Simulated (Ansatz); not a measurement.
TiB₂:
```
CELL_PARAMETERS angstrom
      3.03187     0.00000     0.00000
     -1.51594     2.62568     0.00000
      0.00000     0.00000     3.22472
ATOMIC_POSITIONS crystal
  Ti 0.00000 0.00000 0.00000
  B  0.33333 0.66667 0.50000
  B  0.66667 0.33333 0.50000
```

Relaxed with PBE. Special points in fractions of this cell's reciprocal vectors: Γ (0.000, 0.000, 0.000); M (0.500, 0.000, 0.000); K (0.333, 0.333, 0.000); A (0.000, 0.000, 0.500); L (0.500, 0.000, 0.500); H (0.333, 0.333, 0.500).

**Question.** List the band energies nearest the Fermi level at these points for DFT-PBE in the program Ansatz with PAW potentials.

**Answer.** In eV from the Fermi level; about four levels below and three above (degenerate sets whole), none deeper than 8.9 eV; points with the same levels are listed once.

| k | below | above |
|---|---|---|
| Γ | -2.64 -2.64 -2.33 -2.13 | 1.87 1.87 3.64 3.64 |
| M | -3.30 -3.23 -2.29 | 1.32 2.72 3.19 |
| K | -8.35 -8.35 -7.37 -1.88 -1.88 | 1.35 1.35 1.96 |
| A | -0.59 -0.59 -0.21 -0.21 | 0.41 0.41 1.64 |
| L | -7.57 -4.67 -3.85 -3.17 | 2.47 2.90 4.45 |
| H | -8.59 -8.59 -5.74 -3.19 -3.19 | 2.50 4.22 4.22 |

Space group P6/mmm. The PBE relaxation kept the symmetry of its start. The run is not spin-polarised.

Potentials: the later of the program's two PAW sets.
